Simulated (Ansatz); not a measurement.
A: VO2 (rutile), a = 4.5841 Å, b = 4.5841 Å, c = 2.8389 Å, α = 90.00°, β = 90.00°, γ = 90.00°
B: Al2Cu (Al2Cu type, space group I4/mcm), a = b = 6.0594 Å, c = 4.8739 Å, α = β = γ = 90.00°
C: TiO₂ (anatase), a = 3.7984 Å, b = 3.7984 Å, c = 9.7038 Å, α = 90.00°, β = 90.00°, γ = 90.00°

Scan: energy against volume (even scaling of the relaxed cell, symmetry kept). All come from one method, each on a k mesh of its own. Al2Cu is run without spin polarisation. All were relaxed with their symmetry unable to fall. Relaxed VO2 ends ferromagnetic. The PAW data are Ansatz's earlier set. This is a high-temperature form of VO2. TiO2 is run without spin polarisation. VO2 is run spin-polarised and with no Hubbard U. The magnetic order is the one the run started from; other orders were not tried. (This holds for the magnetic or f-shell members.)

**Question.** Put the candidates in order of bulk modulus at fixed cell shape (fitted), lowest first, for PBE (plane waves to 420 eV, PAW, scalar-relativistic; Ansatz, an electronic-structure program).

**Answer.** B (99 GPa), C (188 GPa), A (226 GPa)

(A scan under strain: stresses follow from slopes of the energy per volume, elastic moduli from its curvatures.)
